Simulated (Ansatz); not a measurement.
A geometry of CeO2 away from equilibrium: the start of the relaxation of a relaxed CeO2 cell shaken by Gaussian noise of σ = 0.08 Å a coordinate. Calculation: PBE (plane waves to 420 eV, PAW, scalar-relativistic; Ansatz, a quantum-chemistry and plane-wave program). Γ-centred k-mesh 5×5×5 on the run's cell (coarser than for final values), Fermi–Dirac smearing 0.05 eV.

```xyz
9
Lattice="5.9496 0.0000 0.0000 -2.9748 5.1525 0.0000 0.0000 0.0000 4.6237" Properties=species:S:1:pos:R:3 pbc="T T T"
O      0.9709     1.7439     1.1929
O      3.9411    -0.0506     1.3197
O      3.9134     3.3070     1.2504
O     -0.9671     1.7833     3.4611
O      1.8920     3.4173     3.2297
O      1.8774     0.0432     3.3894
Ce    -0.0847     0.1084    -0.0723
Ce     2.9244     1.7426     2.3136
Ce     0.0395     3.4438     2.3581
```

What forces act on the atoms (eV/Å)?


```json
[
 {"atom": "O1", "Fx": "-0.24", "Fy": "-0.40", "Fz": "-0.37"},
 {"atom": "O2", "Fx": "0.61", "Fy": "0.71", "Fz": "-1.05"},
 {"atom": "O3", "Fx": "0.07", "Fy": "0.62", "Fz": "-0.44"},
 {"atom": "O4", "Fx": "-0.19", "Fy": "-0.79", "Fz": "0.35"},
 {"atom": "O5", "Fx": "1.16", "Fy": "0.65", "Fz": "1.78"},
 {"atom": "O6", "Fx": "-0.32", "Fy": "0.00", "Fz": "0.43"},
 {"atom": "Ce7", "Fx": "0.73", "Fy": "-0.25", "Fz": "0.61"},
 {"atom": "Ce8", "Fx": "0.65", "Fy": "-0.56", "Fz": "-0.43"},
 {"atom": "Ce9", "Fx": "-2.47", "Fy": "0.01", "Fz": "-0.89"}
]
```

What is the pressure?

+3.8 GPa, compression positive.

How much energy per atom can still be gained by relaxing?

0.06 eV/atom; the path ends in P-3 (No. 147) at a tolerance of 0.01 Å, P-31m (No. 162) at 0.1 Å.

No spin polarisation in the result. No Hubbard U is applied. The 4f state was not searched, so a lower electronic state may exist.

The end of the path is a generated cell of CeO2: the first start was made by placing the elements on the sites of a structure type, and the end was not matched to a known phase here, so it may be hypothetical. Known forms of CeO2 include space group No. 225.
